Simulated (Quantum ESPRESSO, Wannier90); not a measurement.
# Wannier functions of MgTe (zinc blende)

```yaml
crystal:
  lattice:
    - [0.00000, 3.23200, 3.23200]
    - [3.23200, 0.00000, 3.23200]
    - [3.23200, 3.23200, 0.00000]
  atoms:
    - { symbol: Mg, position: [0.00000, 0.00000, 0.00000] }
    - { symbol: Te, position: [0.25000, 0.25000, 0.25000] }
```

Structure: Materials Project mp-13033, symmetrised, not relaxed again. Not found in the COD (Crystallography Open Database) copy used, which has the formula in other groups; not checked further. Level: PBEsol, no spin polarisation, no spin-orbit coupling; pw.x of Quantum ESPRESSO at 68 Ry with PseudoDojo potentials, 8×8×8 k-points, Wannier90. Density: 8×8×8 mesh, cold smearing 0.01 Ry. Spin-orbit coupling is left out although heavy elements are present.

The plane-wave run has 24 bands and 26 electrons a cell. On the energy scale of pw.x, whose zero is arbitrary, the valence-band maximum lies at 4.33 eV.

Isolated groups of bands, relative to the valence-band maximum (bands from 14 on overlap up to the last one computed):

```json
[
 {"bands": "1", "from (eV)": "-74.84", "to (eV)": "-74.84", "filling": "filled", "weight on atomic waves": "Mg 2s 100 %"},
 {"bands": "2–4", "from (eV)": "-41.77", "to (eV)": "-41.77", "filling": "filled", "weight on atomic waves": "Mg 2p 100 %"},
 {"bands": "5–9", "from (eV)": "-35.10", "to (eV)": "-35.09", "filling": "filled", "weight on atomic waves": "Te 4d 100 %"},
 {"bands": "10", "from (eV)": "-10.23", "to (eV)": "-9.44", "filling": "filled", "weight on atomic waves": "Te 5s 90 %, Mg 3s 10 %"},
 {"bands": "11–13", "from (eV)": "-3.24", "to (eV)": "0.00", "filling": "filled", "weight on atomic waves": "Te 5p 88 %, Mg 3s 9 %"}
]
```

Input w.win, without the blocks of cell, atoms and k-points (512 lines):

```
num_bands = 15
num_wann = 8
exclude_bands = 1-9
num_iter = 800
conv_tol = 1.0e-6
conv_window = 4
dis_num_iter = 1000
dis_conv_tol = 1.0e-6
dis_froz_max = 12.11
write_hr = true
write_u_matrices = true
begin projections
f=0.00593,0.00439,0.00295: s;p
f=0.25598,0.23785,0.24878: s;p
end projections
mp_grid = 8 8 8
```

wannier90.x stops with:
```
dis_windows: More states in the frozen window than target WFs
```
At some k-point more bands lie below dis_froz_max than there are Wannier functions, and every frozen state has to fit into the subspace. Mended as below, all else unchanged, the run goes through (Ω_I = 15.9 Å²) and follows the plane-wave bands to 3.7 meV rms (states up to 3.3 eV relative to the valence-band maximum).
```
dis_froz_max = 8.11
```
